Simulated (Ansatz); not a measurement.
HfO$_{2}$:
```xyz
12
Lattice="5.0959 0.0000 0.0000 0.0000 5.1769 0.0000 -0.8806 0.0000 5.1968" Properties=species:S:1:pos:R:3 pbc="T T T"
Hf     1.2290     0.2223     1.0819
Hf     3.4266     2.8107     1.5165
Hf     2.9864     4.9546     4.1149
Hf     0.7887     2.3661     3.6804
O      0.0627     1.7462     1.7717
O      4.5929     4.3346     0.8267
O      4.1526     3.4307     3.4252
O     -0.3776     0.8423     4.3701
O      1.8558     3.9250     2.4945
O      2.7998     1.3366     0.1039
O      2.3595     1.2519     2.7023
O      1.4156     3.8403     5.0929
```

Relaxed with PBEsol. Special points in fractions of this cell's reciprocal vectors: Γ (0.000, 0.000, 0.000); Z (0.000, 0.500, 0.000); D (0.000, 0.500, 0.500); B (0.000, 0.000, 0.500); A (-0.500, 0.000, 0.500); E (-0.500, 0.500, 0.500); C2 (-0.500, 0.500, 0.000); Y2 (-0.500, 0.000, 0.000).

**Question.** List the band energies nearest the valence-band maximum at these points for DFT-PBEsol in the program Ansatz with PAW potentials.

**Answer.** In eV from the valence-band maximum; about four levels below and three above (degenerate sets whole), none deeper than 8.9 eV; points with the same levels are listed once.

```tsv
k	below	above
Γ	-0.58 -0.50 -0.18 0.00	4.44 5.09 5.18
Z	-0.86 -0.86 -0.45 -0.45	4.96 4.96 5.56 5.56
D	-0.91 -0.91 -0.63 -0.63	4.89 4.89 5.10 5.10
B	-0.88 -0.88 -0.49 -0.49	4.69 4.69 5.21 5.21
A	-1.00 -1.00 -0.48 -0.48	4.32 4.32 5.48 5.48
E	-1.09 -1.09 -0.73 -0.73	4.52 4.52 5.23 5.23
C2	-0.95 -0.95 -0.63 -0.63	4.70 4.70 5.23 5.23
Y2	-0.73 -0.61 -0.42 -0.10	3.97 5.08 5.20
```

Space group P2_1/c. The cell was relaxed with PBEsol under the symmetry of its start. No spin polarisation was allowed. Scalar-relativistic: spin–orbit coupling is off unless named, which matters more the heavier the elements.

Potentials: the later of the program's two PAW sets.
